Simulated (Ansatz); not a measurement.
Relaxed Mo (bcc, W type):

```yaml
crystal:
  lattice:
    - [-3.16074, 3.16074, 3.16074]
    - [0.00000, 0.00000, 3.16074]
    - [0.00000, 3.16074, 0.00000]
  atoms:
    - { symbol: Mo, position: [0.00000, 0.00000, 0.00000] }
    - { symbol: Mo, position: [0.50000, 0.00000, 0.00000] }
```

The atoms are displaced by Q × the pattern below (from a DFPT mode at H = (0.5, 0.5, 0.5), largest move 1; Q in Å), at fixed cell. It is one choice among 3 degenerate patterns. (q is in reciprocal vectors of the primitive cell; the cell shown is doubled to hold the pattern.)

```csv
atom,x,y,z
Mo1,0.000,0.000,-1.000
Mo2,0.000,0.000,1.000
```

The numbers are results of PBE (plane waves to 420 eV, PAW, scalar-relativistic; Ansatz, a program for electronic structure), not measurements. k mesh 21×21×21 (Γ-centred), Fermi-Dirac smearing 0.05 eV. Energies are smeared free energies. With partly filled bands, energies and forces of such displacements shift with the k mesh and the smearing. Mo is run without spin polarisation. Mo was relaxed with its symmetry unable to fall. ΔE is measured from the undisplaced structure. The last digit holds for this mesh only.

```json
[
 {"Q (Å)": "-0.2800", "ΔE (meV/cell)": "1089.9"},
 {"Q (Å)": "-0.2333", "ΔE (meV/cell)": "withheld"},
 {"Q (Å)": "-0.1867", "ΔE (meV/cell)": "480.0"},
 {"Q (Å)": "-0.1400", "ΔE (meV/cell)": "254.2"},
 {"Q (Å)": "-0.0933", "ΔE (meV/cell)": "100.8"},
 {"Q (Å)": "-0.0467", "ΔE (meV/cell)": "21.2"},
 {"Q (Å)": "0.0000", "ΔE (meV/cell)": "0.0"},
 {"Q (Å)": "0.0467", "ΔE (meV/cell)": "21.2"},
 {"Q (Å)": "0.0933", "ΔE (meV/cell)": "100.8"},
 {"Q (Å)": "0.1400", "ΔE (meV/cell)": "254.2"},
 {"Q (Å)": "0.1867", "ΔE (meV/cell)": "480.0"},
 {"Q (Å)": "0.2333", "ΔE (meV/cell)": "withheld"},
 {"Q (Å)": "0.2800", "ΔE (meV/cell)": "1089.9"}
]
```

**Question.** Fit an even polynomial form (powers 2, 4, 6) to the given rows and predict ΔE at Q = -0.2333.

**Answer.** Least squares on the 11 given rows: ΔE = (10850)·Q² + (121100)·Q⁴ + (-1049000)·Q⁶, in meV/cell with Q in Å; root-mean-square residual 2.05 meV/cell. At -0.2333 the fit gives 780.2 meV/cell; the calculation gives 761.2 meV/cell, so the interpolation is off by 19.0 (+2.5 %). The quadratic term alone would give 590.6 meV/cell.

(A displaced cell: forces are minus the slopes of the energy, force constants its curvatures, and phonons follow from these.)
